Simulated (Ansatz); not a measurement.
Space group P4/mmm (No. 123). a = 3.260 Å, b = 3.260 Å, c = 5.450 Å, α = 90.00°, β = 90.00°, γ = 90.00°
```tsv
atom	site	symmetry	x	y	z
Tl	1a	4/mmm	0.0000	0.0000	0.0000
Sn	1d	4/mmm	0.5000	0.5000	0.5000
```

Equation of state of this TlSn structure (not necessarily the ground state), with shape and atoms relaxed at each volume where symmetry leaves them free. It has no gap at any of these volumes. All numbers below come from DFT r2SCAN, scalar-relativistic, plane waves, PAW in Ansatz.

Plane waves to 500 eV, a k mesh through Γ of 12×12×10 on the computed 2-atom cell and Gaussian smearing (0.10 eV); no spin polarisation.

```tsv
V (Å³/atom)	E − E(largest V) (meV/atom)	P (GPa)
27.214	3.67	2.88
28.082	-7.55	1.33
28.951	-11.07	0.02
29.819	-8.12	-1.05
30.688	0.00	-1.94
```

**Question.** Fit a third-order Birch–Murnaghan equation to E(V).

**Answer.** V0 = 28.96 Å³/atom, B0 = 39 GPa, B0' = 5.6.

Spin-orbit coupling is left out, which matters for the bands of heavy elements.